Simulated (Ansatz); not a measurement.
## Al (Im-3m), two-dimensional strain map

Method: DFT PBEsol, scalar-relativistic, plane waves, PAW (Ansatz). The runs took a 420 eV cutoff, a Γ-centred 20×20×20 mesh and Gaussian smearing (0.15 eV). No spin polarisation. Energies are free energies at this smearing, counted from the undisturbed cell; pressure is positive in compression.

Reference structure (as given, not relaxed at this level; it stands at 2.2 GPa; this bcc form isn't the usual structure):

```xyz
1
Lattice="-1.5912 1.5912 1.5912 1.5912 -1.5912 1.5912 1.5912 1.5912 -1.5912" Properties=species:S:1:pos:R:3 pbc="T T T"
Al    0.0000    0.0000    0.0000
```

The cell is strained by p along both x and y and by q along z, fractional coordinates fixed. Points are written (p, q).

Energy above the undisturbed cell in meV/atom (a dash: not computed):

```
 p \ q  -0.050  -0.025  0.000  0.025  0.050
-0.050   141.4    99.5   63.7   33.0    7.3
-0.025    66.5    41.5   20.7    4.4   -8.6
 0.000    18.4     7.1    0.0   -4.0   -5.1
 0.025    -6.4    -6.4   -2.2    4.4   13.6
 0.050   -12.3    -2.1   11.5   27.3   44.5
```

Pressure in GPa:

```csv
p \ q,-0.050,-0.025,0.000,0.025,0.050
-0.050,19.6,15.9,12.6,9.7,7.0
-0.025,12.6,9.6,6.8,4.4,2.3
0.000,6.9,4.4,2.2,0.2,-1.5
0.025,2.3,0.2,-1.5,-3.0,-4.4
0.050,-1.3,-3.0,-4.4,-5.6,-6.6
```